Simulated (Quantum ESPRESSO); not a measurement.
```
CELL_PARAMETERS angstrom
      3.72376     0.00000     0.00000
     -1.86188     3.35924     0.00000
      0.00000     0.00000    14.40000
ATOMIC_POSITIONS crystal
  Ge 0.33178 0.66356 0.05484
  Te 0.00155 0.00311 0.94516
```

The PBEsol cell relaxed from Materials Project entry mp-938 was given a uniaxial strain of -4 % along x, the other axes held, and the atoms were relaxed again, with the Coulomb interaction truncated along z.

What does PBEsol (pw.x of Quantum ESPRESSO, ONCV potentials, scalar-relativistic) give for the electronic structure near the Fermi level?

The PBEsol gap is 1.18 eV; at least one edge lies off the plotted path, at a point of the SCF mesh. The smallest direct gap is 1.94 eV. Without spin-orbit coupling, band edges of such heavy elements can be off by tenths of an eV.

This is a model layer cut from the bulk structure; whether it is stable on its own was not checked.
